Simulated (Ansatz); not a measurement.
Input and command of a calculation in Ansatz (plane waves; scalar-relativistic PAW potentials unless the input names others):

```yaml
crystal:
  lattice:
    - [3.0376980225, 1.753815771, 4.9534079339]
    - [-3.0376980225, 1.753815771, 4.9534079339]
    - [0.0, -3.507631542, 4.9534079339]
  atoms:
    - { symbol: K, position: [0.75, 0.75, 0.75] }
    - { symbol: K, position: [0.25, 0.25, 0.25] }
    - { symbol: Ga, position: [0.5, 0.5, 0.5] }
    - { symbol: Ga, position: [0.0, 0.0, 0.0] }
    - { symbol: F, position: [0.7293460974, 0.7706539026, 0.25] }
    - { symbol: F, position: [0.25, 0.7293460974, 0.7706539026] }
    - { symbol: F, position: [0.7706539026, 0.25, 0.7293460974] }
    - { symbol: F, position: [0.75, 0.2706539026, 0.2293460974] }
    - { symbol: F, position: [0.2706539026, 0.2293460974, 0.75] }
    - { symbol: F, position: [0.2293460974, 0.75, 0.2706539026] }
basis:
  ecutwfc: "400 K"
kpoints:
  mp_grid: { grid: [12, 12, 12] }
hamiltonian:
  xc: pbe
scf:
  occupations: { method: gaussian, width: 0.1 }
  max_iter: 100
output:
  forces: true
  eigenvalues: true
  stress: true
```

```bash
ansatz run input.yaml --threads 1 --pin off --max-ram 2560MiB --backend cpu --events-out ev --progress --plain --runs-dir out
```

Question: What will the program do with this input?

Answer: The program refuses it, because of a cutoff in the wrong unit (basis.ecutwfc: 420 → "400 K"). With the sound run's settings it is accepted.

Abridged log:
```
Error: inconsistent input (basis.ecutwfc, kpoints): the smallest per-k basis holds n_pw = 0 plane waves (k-point 1, counted from 0 among those solved) but the deck needs at least 44 band(s) per channel, and no run solves more bands than the smallest per-k basis has plane waves; raise basis.ecutwfc until the smallest per-k basis, which caps the automatic band count, holds at least 44 plane waves
```